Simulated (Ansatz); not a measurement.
Input, command and steps of an Ansatz relaxation.

```yaml
crystal:
  lattice:
    - [3.4578458319, 0.0, 0.0]
    - [0.0, 13.2406636846, 0.0]
    - [0.0, 0.0, 3.4932703668]
  atoms:
    - { symbol: Ti, position: [0.5, 0.6031725159, 0.75] }
    - { symbol: Ti, position: [0.0, 0.8968274841, 0.25] }
    - { symbol: Ti, position: [0.0, 0.1031725159, 0.75] }
    - { symbol: Ti, position: [0.5, 0.3968274841, 0.25] }
    - { symbol: Si, position: [0.5, 0.9416951319, 0.75] }
    - { symbol: Si, position: [0.0, 0.5583048681, 0.25] }
    - { symbol: Si, position: [0.0, 0.750188516, 0.75] }
    - { symbol: Si, position: [0.5, 0.749811484, 0.25] }
    - { symbol: Si, position: [0.0, 0.4416951319, 0.75] }
    - { symbol: Si, position: [0.5, 0.0583048681, 0.25] }
    - { symbol: Si, position: [0.5, 0.250188516, 0.75] }
    - { symbol: Si, position: [0.0, 0.249811484, 0.25] }
basis:
  ecutwfc: 500
kpoints:
  mp_grid: { grid: [10, 4, 10] }
hamiltonian:
  xc: r2scan
scf:
  occupations: { method: gaussian, width: 0.1 }
output:
  forces: true
  stress: true
  eigenvalues: true
  write_density: true
  write_potential: true
  elf: true
  volumetric_format: npy
relax:
  adjacent_minimum: "off"
  f_tol: 0.008
  max_steps: 40
```

```bash
ansatz run input.yaml --threads 1 --pin off --max-ram 2560MiB --backend cpu --events-out ev --progress --plain --runs-dir out
```

Level of theory: Ansatz, DFT r2SCAN, scalar-relativistic, plane waves, PAW.

Of 4 frames 3 are shown, positions in Å and forces in eV/Å; the SCF threshold varies from step to step.

```xyz
12
Lattice="3.4578 0.0000 0.0000 0.0000 13.2407 0.0000 0.0000 0.0000 3.4933" Properties=species:S:1:pos:R:3:forces:R:3 pbc="T T T" step=1 free_energy_over_end_meV_per_atom=1.07
Ti    1.7289    7.9864    2.6200    0.0000   -0.1995    0.0000
Ti    0.0000   11.8746    0.8733    0.0000    0.1995    0.0000
Ti    0.0000    1.3661    2.6200    0.0000   -0.1995    0.0000
Ti    1.7289    5.2543    0.8733    0.0000    0.1995    0.0000
Si    1.7289   12.4687    2.6200    0.0000   -0.2563    0.0000
Si    0.0000    7.3923    0.8733    0.0000    0.2563    0.0000
Si    0.0000    9.9330    2.6200    0.0000    0.0177    0.0000
Si    1.7289    9.9280    0.8733    0.0000   -0.0177    0.0000
Si    0.0000    5.8483    2.6200    0.0000   -0.2563    0.0000
Si    1.7289    0.7720    0.8733    0.0000    0.2563    0.0000
Si    1.7289    3.3127    2.6200    0.0000    0.0177    0.0000
Si    0.0000    3.3077    0.8733    0.0000   -0.0177    0.0000
12
Lattice="3.4578 0.0000 0.0000 0.0000 13.2407 0.0000 0.0000 0.0000 3.4933" Properties=species:S:1:pos:R:3:forces:R:3 pbc="T T T" step=2 free_energy_over_end_meV_per_atom=0.24
Ti    1.7289    7.9726    2.6200    0.0000    0.0785    0.0000
Ti    0.0000   11.8884    0.8733    0.0000   -0.0785    0.0000
Ti    0.0000    1.3523    2.6200    0.0000    0.0785    0.0000
Ti    1.7289    5.2680    0.8733    0.0000   -0.0785    0.0000
Si    1.7289   12.4603    2.6200    0.0000   -0.1353    0.0000
Si    0.0000    7.4007    0.8733    0.0000    0.1353    0.0000
Si    0.0000    9.9340    2.6200    0.0000    0.0068    0.0000
Si    1.7289    9.9270    0.8733    0.0000   -0.0068    0.0000
Si    0.0000    5.8400    2.6200    0.0000   -0.1353    0.0000
Si    1.7289    0.7803    0.8733    0.0000    0.1353    0.0000
Si    1.7289    3.3136    2.6200    0.0000    0.0068    0.0000
Si    0.0000    3.3067    0.8733    0.0000   -0.0068    0.0000
12
Lattice="3.4578 0.0000 0.0000 0.0000 13.2407 0.0000 0.0000 0.0000 3.4933" Properties=species:S:1:pos:R:3:forces:R:3 pbc="T T T" step=4 free_energy_over_end_meV_per_atom=0.00
Ti    1.7289    7.9763    2.6200    0.0000   -0.0016    0.0000
Ti    0.0000   11.8847    0.8733    0.0000    0.0016    0.0000
Ti    0.0000    1.3559    2.6200    0.0000   -0.0016    0.0000
Ti    1.7289    5.2644    0.8733    0.0000    0.0016    0.0000
Si    1.7289   12.4515    2.6200    0.0000    0.0000    0.0000
Si    0.0000    7.4095    0.8733    0.0000    0.0000    0.0000
Si    0.0000    9.9345    2.6200    0.0000   -0.0011    0.0000
Si    1.7289    9.9265    0.8733    0.0000    0.0011    0.0000
Si    0.0000    5.8312    2.6200    0.0000    0.0000    0.0000
Si    1.7289    0.7891    0.8733    0.0000    0.0000    0.0000
Si    1.7289    3.3142    2.6200    0.0000   -0.0011    0.0000
Si    0.0000    3.3062    0.8733    0.0000    0.0011    0.0000
```

It took 5.2 min on 1 thread of Intel(R) Xeon(R) 6975P-C (Granite Rapids), on a shared host, peak memory 1.6 GiB.